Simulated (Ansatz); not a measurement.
SrTaNO₂:
```xyz
5
Lattice="3.9991 0.0000 0.0000 0.0000 4.0520 0.0000 0.0000 0.0000 4.0279" Properties=species:S:1:pos:R:3 pbc="T T T"
Sr     0.0000     0.0000     0.0983
Ta     1.9995     2.0260     2.0691
N      1.9995     0.0000     1.9353
O      0.0000     2.0260     1.9595
O      1.9995     2.0260     4.0074
```

Relaxed with PBEsol. Special points in fractions of this cell's reciprocal vectors: Γ (0.000, 0.000, 0.000); X (0.500, 0.000, 0.000); S (0.500, 0.500, 0.000); Y (0.000, 0.500, 0.000); Z (0.000, 0.000, 0.500); U (0.500, 0.000, 0.500); R (0.500, 0.500, 0.500); T (0.000, 0.500, 0.500).

Question: List the band energies nearest the valence-band maximum at these points for DFT-PBEsol in the program Ansatz with PAW potentials.

Answer: In eV from the valence-band maximum; about four levels below and three above (degenerate sets whole), none deeper than 8.9 eV; points with the same levels are listed once.

```json
[
 {"k": "Γ", "below": "-2.73 -0.40 -0.29 -0.26", "above": "0.81 0.87 1.47"},
 {"k": "X", "below": "-3.64 -1.80 -0.95 -0.46", "above": "1.72 3.53 3.71"},
 {"k": "S", "below": "-3.42 -3.33 -2.79 -0.35", "above": "3.58 4.91 4.98"},
 {"k": "Y", "below": "-2.86 -2.73 -2.45 -2.40", "above": "1.11 4.79 4.83"},
 {"k": "Z", "below": "-3.59 -1.85 -0.87 0.00", "above": "1.13 3.58 3.85"},
 {"k": "U", "below": "-2.08 -0.91 -0.90 -0.37", "above": "3.78 3.90 4.59"},
 {"k": "R", "below": "-4.65 -2.02 -0.14 -0.13", "above": "4.84 5.00 5.14"},
 {"k": "T", "below": "-3.31 -3.25 -3.02 -0.34", "above": "3.62 4.87 4.90"}
]
```

Space group Pmm2. The workflow started from a Materials Project entry (that database holds measured and hypothetical structures alike); the Crystallography Open Database copy checked does not list it. With N and O taken as one species the cell has the higher symmetry P4mm, so it may be an ordered model of a mixed-site phase. Whether it is the stable phase at ambient conditions was not checked. The PBEsol relaxation kept the symmetry of its start. At this level the phase is dynamically unstable (imaginary phonons). The run is not spin-polarised. Spin–orbit coupling is left out wherever it is not named.

Potentials: the later of the program's two PAW sets.
